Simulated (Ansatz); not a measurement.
## Troubleshooting: V3S

System: V3S, a measured crystal structure (space group I-42m); the cell holds 16 atoms. Sizeable forces remain on the atoms, so the positions aren't those of the computed minimum. Source: COD entry 2310928, which need not be the ambient phase.

Method: DFT, r2SCAN, PAW, plane waves, scalar-relativistic (Ansatz development build ahead of 0.2.0).

```yaml
crystal:
  lattice:
    - [-4.735, 4.735, 2.2945]
    - [4.735, -4.735, 2.2945]
    - [4.735, 4.735, -2.2945]
  atoms:
    - { symbol: V, position: [0.8432, 0.8432, 0.1864], spin: 2.0 }
    - { symbol: V, position: [0.1568, 0.3432, 0.0], spin: 2.0 }
    - { symbol: V, position: [0.6568, 0.6568, 0.8136], spin: 2.0 }
    - { symbol: V, position: [0.3432, 0.1568, 0.0], spin: 2.0 }
    - { symbol: V, position: [0.45, 0.45, 0.4], spin: 2.0 }
    - { symbol: V, position: [0.55, 0.95, 0.0], spin: 2.0 }
    - { symbol: V, position: [0.05, 0.05, 0.6], spin: 2.0 }
    - { symbol: V, position: [0.95, 0.55, 0.0], spin: 2.0 }
    - { symbol: V, position: [0.0, 0.355, 0.355], spin: 2.0 }
    - { symbol: V, position: [0.645, 0.0, 0.645], spin: 2.0 }
    - { symbol: V, position: [0.0, 0.645, 0.645], spin: 2.0 }
    - { symbol: V, position: [0.355, 0.0, 0.355], spin: 2.0 }
    - { symbol: S, position: [0.5, 0.7851, 0.2851] }
    - { symbol: S, position: [0.2149, 0.5, 0.7149] }
    - { symbol: S, position: [0.5, 0.2149, 0.7149] }
    - { symbol: S, position: [0.7851, 0.5, 0.2851] }
magnetization:
  spin_polarized: true
hamiltonian:
  xc: r2scan
  pseudopotentials: { kind: paw }
basis:
  ecutwfc: 500
kpoints:
  mp_grid: { grid: [3, 3, 2] }
scf:
  occupations: { method: fermi_dirac, width: 0.02 }
  lower_state_search: "off"
  max_iter: 15
output:
  forces: true
  stress: true
```

The starting density is a sum of atomic densities.

A small moment in a metal is sensitive to the mesh and the smearing. Only one magnetic start was run, with no search, so the state need not be the lowest.

Command:
```sh
ansatz run input.yaml --threads 2 --pin off --max-ram 5120MiB --backend cpu --events-out ev --progress --plain --runs-dir out
```

Wall time and machine: 82 s on 2 threads of Arm Neoverse V2, on a shared host, peak memory 1.3 GiB.

```
SCF iter   1: F=-38541.868275 eV  HF=-38637.105250 eV  |F-HF|=9.52e1  |Δ(HF+E_count)|=         —  Δρ=9.43e-2 (↑9.43e-2 ↓8.73e-2)  dr2=1.06e2  dr2_τ=7.53e-1  dr2_m=9.58e0  M=13.461 μB ∫|m|=14.004 μB  β_m=0.30  ethr=3.10e-3  ⟨swp⟩=5.6  Hψ=6705  notcnv=0  defer=1
preconditioner: auto → Kerker (q_TF=auto, 2.668 Å⁻¹)  [metal: Δε(μ)=0.017 eV  Ē_g=6.369 eV  σ=0.020 eV  W_gap=0.21  n_scr=56 (ndim 8)  ℏωp=23.7 eV  f_vac=0.000  D(μ)=18.32/eV (n_scr^D=222)]
spin=Collinear: Kerker preconditioning applied to the charge; magnetization (m = ρ↑ − ρ↓) channel mixes plain (no charge-response kernel on spin).
SCF iter   2: F=-38621.101112 eV  HF=-38635.262492 eV  |F-HF|=1.42e1  |Δ(HF+E_count)|=    1.84e0  Δρ=8.78e-2 (↑8.78e-2 ↓7.08e-2)  dr2=2.12e1  dr2_τ=5.56e-1  dr2_m=8.21e0  M=10.539 μB ∫|m|=11.219 μB  β_m=0.30  ethr=3.10e-3  ⟨swp⟩=2.7  Hψ=3600  notcnv=0  defer=260  κ⁻¹=1.0e0(r=1)
SCF iter   3: F=-38622.925608 eV  HF=-38635.988011 eV  |F-HF|=1.31e1  |Δ(HF+E_count)|=   7.26e-1  Δρ=5.89e-2 (↑5.89e-2 ↓5.43e-2)  dr2=1.70e1  dr2_τ=1.72e-1  dr2_m=5.21e0  M=9.326 μB ∫|m|=9.997 μB  β_m=0.30  ethr=3.10e-3  ⟨swp⟩=2.9  Hψ=4899  notcnv=0  defer=260  κ⁻¹=8.1e-3(r=2)
SCF iter   4: F=-38633.916051 eV  HF=-38635.160958 eV  |F-HF|=1.24e0  |Δ(HF+E_count)|=   8.27e-1  Δρ=4.68e-2 (↑4.68e-2 ↓4.51e-2)  dr2=3.07e0  dr2_τ=1.17e-1  dr2_m=3.72e0  M=7.996 μB ∫|m|=8.667 μB  β_m=0.30  ethr=3.10e-3  ⟨swp⟩=2.9  Hψ=2888  notcnv=0  defer=260  κ⁻¹=6.8e-3(r=3)
SCF iter   5: F=-38636.510349 eV  HF=-38635.712548 eV  |F-HF|=7.98e-1  |Δ(HF+E_count)|=   5.52e-1  Δρ=3.81e-2 (↑3.81e-2 ↓3.77e-2)  dr2=2.64e-1  dr2_τ=6.65e-2  dr2_m=2.66e0  M=6.930 μB ∫|m|=7.590 μB  β_m=0.30  ethr=1.71e-3  ⟨swp⟩=2.2  Hψ=2578  notcnv=0  defer=274  κ⁻¹=7.4e-4(r=4)
SCF iter   6: F=-38636.876571 eV  HF=-38636.198874 eV  |F-HF|=6.78e-1  |Δ(HF+E_count)|=   4.86e-1  Δρ=3.41e-2 (↑3.41e-2 ↓3.30e-2)  dr2=1.16e-1  dr2_τ=4.77e-2  dr2_m=2.09e0  M=5.729 μB ∫|m|=6.405 μB  β_m=0.30  ethr=1.46e-4  ⟨swp⟩=2.2  Hψ=2505  notcnv=0  defer=273  κ⁻¹=1.4e-4(r=5)
SCF iter   7: F=-38637.130062 eV  HF=-38636.583983 eV  |F-HF|=5.46e-1  |Δ(HF+E_count)|=   3.85e-1  Δρ=3.00e-2 (↑3.00e-2 ↓2.90e-2)  dr2=4.57e-2  dr2_τ=3.46e-2  dr2_m=1.63e0  M=4.680 μB ∫|m|=5.385 μB  β_m=0.30  ethr=6.42e-5  ⟨swp⟩=2.6  Hψ=2567  notcnv=0  defer=273  κ⁻¹=1.3e-4(r=6)
SCF iter   8: F=-38637.257042 eV  HF=-38636.886186 eV  |F-HF|=3.71e-1  |Δ(HF+E_count)|=   3.02e-1  Δρ=2.44e-2 (↑2.44e-2 ↓2.37e-2)  dr2=2.45e-2  dr2_τ=2.06e-2  dr2_m=1.09e0  M=4.178 μB ∫|m|=4.819 μB  β_m=0.30  ethr=2.54e-5  ⟨swp⟩=2.6  Hψ=2558  notcnv=0  defer=273  κ⁻¹=2.0e-5(r=7)
[... 2 iterations left out ...]
Mixer restart at iter 10: flushing history
spin-set hold released at iteration 10 (site moments contracting): the magnetisation degrees of freedom join the quasi-Newton model from the next iteration; the mixer history was flushed
SCF iter  11: F=-38637.534281 eV  HF=-38637.400502 eV  |F-HF|=1.34e-1  |Δ(HF+E_count)|=   1.53e-1  Δρ=1.04e-2 (↑1.04e-2 ↓9.94e-3)  dr2=7.22e-3  dr2_τ=4.38e-3  dr2_m=1.92e-1  M=2.531 μB ∫|m|=3.093 μB  β_m=1.20  ethr=4.05e-6  ⟨swp⟩=2.1  Hψ=3604  notcnv=0  defer=270  κ⁻¹=1.0e0(r=1)
SCF iter  12: F=-38637.602916 eV  HF=-38637.497736 eV  |F-HF|=1.05e-1  |Δ(HF+E_count)|=   9.72e-2  Δρ=1.60e-3 (↑1.60e-3 ↓1.29e-3)  dr2=7.10e-3  dr2_τ=1.66e-4  dr2_m=2.02e-3  M=1.805 μB ∫|m|=2.184 μB  β_m=1.20  ethr=4.01e-6  ⟨swp⟩=3.2  Hψ=4119  notcnv=0  defer=270  κ⁻¹=3.5e-2(r=2)
SCF iter  13: F=-38637.614852 eV  HF=-38637.539185 eV  |F-HF|=7.57e-2  |Δ(HF+E_count)|=   4.14e-2  Δρ=1.29e-3 (↑1.29e-3 ↓1.16e-3)  dr2=3.37e-3  dr2_τ=8.36e-5  dr2_m=1.66e-3  M=1.689 μB ∫|m|=2.030 μB  β_m=1.20  ethr=3.94e-6  ⟨swp⟩=1.0  Hψ=5612  notcnv=0  κ⁻¹=4.0e-3(r=3)
SCF iter  14: F=-38637.627040 eV  HF=-38637.583491 eV  |F-HF|=4.35e-2  |Δ(HF+E_count)|=   4.43e-2  Δρ=1.25e-3 (↑1.25e-3 ↓1.10e-3)  dr2=2.61e-3  dr2_τ=7.21e-5  dr2_m=1.74e-3  M=1.484 μB ∫|m|=1.788 μB  β_m=1.20  ethr=1.87e-6  ⟨swp⟩=1.0  Hψ=5376  notcnv=0  κ⁻¹=1.5e-3(r=4)
SCF iter  15: F=-38637.640219 eV  HF=-38637.619480 eV  |F-HF|=2.07e-2  |Δ(HF+E_count)|=   3.60e-2  Δρ=1.23e-3 (↑1.23e-3 ↓1.03e-3)  dr2=2.55e-3  dr2_τ=7.27e-5  dr2_m=1.59e-3  M=1.171 μB ∫|m|=1.451 μB  β_m=1.20  ethr=1.45e-6  ⟨swp⟩=1.0  Hψ=5390  notcnv=0  κ⁻¹=9.5e-4(r=5)
did not converge after 15 iterations: onsite_residual = 2.46e-2 (threshold 1.00e-7), under the density mixer `broyden`, which `scf.mixing.algorithm: auto` chose by the deck's other keys (type `scf.mixing.algorithm: broyden` to keep it) [...]
```

Q: Diagnose the failure and say what to change.

A: The run is cut off after 15 iterations, too early to settle (residual 1.1e+02 eV at the start, 2.6e-03 eV at the end). The test that isn't met at the end is that of the on-site occupations (PAW one-centre and Hubbard) (residual 2.46e-2 eV). The setting at fault is “iteration limit 15”: with the default settings (Broyden mixing, preconditioner Kerker) the same cell converges in 45 iterations, weakly magnetic, site moments V1 0.00, V2 0.00, V3 0.01, V4 0.00, V5 0.09, V6 0.01, V7 0.06, V8 0.01, V9 0.01, V10 0.04, V11 0.04, V12 0.01 μB, total 0.31 μB per cell, no gap on the k-mesh. The iteration limit is simply too low.
